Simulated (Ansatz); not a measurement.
Relaxed MgB₂ (AlB2 type, space group P6/mmm):

```
MgB2
1.0
    6.14864     0.00000     0.00000
   -1.53716     2.66244     0.00000
    3.07432     0.00000     3.52754
Mg B
2 4
Cartesian
  0.00000   0.00000   0.00000
  1.53716   2.66244   0.00000
  6.14864   1.77496   1.76377
  3.07432   1.77496   1.76377
  1.53716   0.88748   1.76377
  4.61148   0.88748   1.76377
```

The atoms are displaced by Q × the pattern below (from a DFPT mode at L = (0.5, 0.0, 0.5), largest move 1; Q in Å), at fixed cell. (q is in reciprocal vectors of the primitive cell; the cell shown is doubled to hold the pattern.)

| atom | x | y | z |
|---|---|---|---|
| B3 | 0.500 | -0.866 | 0.000 |
| B4 | -0.500 | 0.866 | 0.000 |
| B5 | -0.500 | 0.866 | 0.000 |
| B6 | 0.500 | -0.866 | 0.000 |

Atoms not listed stay in place.

All values below come from PBE (plane waves to 420 eV, PAW, scalar-relativistic; Ansatz, a program for electronic structure). k mesh 17×17×17 (Γ-centred), Fermi-Dirac smearing 0.05 eV. The energy includes the smearing's −TS. With partly filled bands, energies and forces of such displacements shift with the k mesh and the smearing. MgB2 was relaxed with its symmetry unable to fall. ΔE is measured from the undisplaced structure. The last digit holds for this mesh only.

| Q (Å) | ΔE (meV/cell) |
|---|---|
| -0.180 | 1559.4 |
| -0.150 | withheld |
| -0.120 | 650.4 |
| -0.090 | 357.7 |
| -0.060 | 156.4 |
| -0.030 | 38.7 |
| 0.000 | 0.0 |
| 0.030 | 38.7 |
| 0.060 | 156.4 |
| 0.090 | 357.7 |
| 0.120 | 650.4 |
| 0.150 | withheld |
| 0.180 | 1559.4 |

Task: Fit an even polynomial form (powers 2, 4) to the given rows and predict ΔE at Q = -0.150.

Result: Least squares on the 11 given rows: ΔE = (42820)·Q² + (164000)·Q⁴, in meV/cell with Q in Å; root-mean-square residual 0.13 meV/cell. At -0.150 the fit gives 1046.5 meV/cell; the calculation gives 1045.7 meV/cell, so the interpolation is off by 0.8 (+0.1 %). The quadratic term alone would give 963.4 meV/cell.

(For displaced atoms, the force is minus the slope of the energy, and its curvature is a force constant, which sets phonon frequencies.)
